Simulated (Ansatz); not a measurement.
LaBi2ClO4:
```cif
data_Bi2ClLaO4
_chemical_formula_sum 'La1 Bi2 Cl1 O4'
_space_group_name_H-M_alt 'P 1'
_space_group_IT_number 1
_cell_length_a 3.94291
_cell_length_b 3.94291
_cell_length_c 9.08432
_cell_angle_alpha 90.000
_cell_angle_beta 90.000
_cell_angle_gamma 90.000
loop_
_space_group_symop_operation_xyz
  'x, y, z'
loop_
_atom_site_label
_atom_site_type_symbol
_atom_site_fract_x
_atom_site_fract_y
_atom_site_fract_z
_atom_site_occupancy
La1 La 0.00000 0.00000 0.00000 1
Bi1 Bi 0.50000 0.50000 0.28471 1
Bi2 Bi 0.50000 0.50000 0.71529 1
Cl1 Cl 0.00000 0.00000 0.50000 1
O1 O 0.00000 0.50000 0.16714 1
O2 O 0.00000 0.50000 0.83286 1
O3 O 0.50000 0.00000 0.16714 1
O4 O 0.50000 0.00000 0.83286 1
```

Relaxed with r²SCAN+D4. Plane-wave PAW r²SCAN+D4 (Ansatz code) gives a gap of 1.67 eV.

### Question
What gap does HSE06 give on the same cell (Ansatz, PAW)?

### Answer
2.18 eV, 0.51 eV more. The hybrid was solved on a coarser mesh and at special points; its gap is the smallest among all of these.

| k | v1 r²SCAN+D4 | c1 r²SCAN+D4 | v1 HSE06 | c1 HSE06 |
|---|---|---|---|---|
| Γ | -0.39 | 1.67 | -0.54 | 2.18 |
| Z | -0.52 | 2.06 | (withheld) | (withheld) |
| M | -0.28 | 4.29 | (withheld) | (withheld) |
| A | -0.28 | 4.80 | (withheld) | (withheld) |
| R | 0.00 | 4.47 | (withheld) | (withheld) |
| X | -0.19 | 3.93 | -0.20 | 4.47 |

### Question
Top valence (v1) and lowest conduction level (c1) in eV from each method's valence maximum (which need not be a listed point): supply the withheld HSE06 values.

### Answer

- M, v1 HSE06: -0.64
- M, c1 HSE06: 4.96
- A, v1 HSE06: -0.64
- A, c1 HSE06: 5.42
- R, v1 HSE06: 0.00
- R, c1 HSE06: 5.08
- Z, v1 HSE06: -0.81
- Z, c1 HSE06: 2.58

Cost on shared cores: the r²SCAN+D4 run (SCF on a 7×7×3 mesh, then bands and DOS) very roughly 2.8 core-minutes, the HSE06 run (SCF on 4×4×2, then a few points) around 6 core-minutes (rough); the tasks are unlike.

Space group P4/mmm. The first step of the workflow began from a Materials Project structure, measured or hypothetical; the Crystallography Open Database copy checked does not list it. Its standing as an ambient phase is unchecked. Symmetry was held in the r²SCAN+D4 relaxation; whether a distortion lowers the energy is not shown. Scalar-relativistic: spin–orbit coupling is off unless named, which matters more the heavier the elements.

Potentials: the later of the program's two PAW sets.
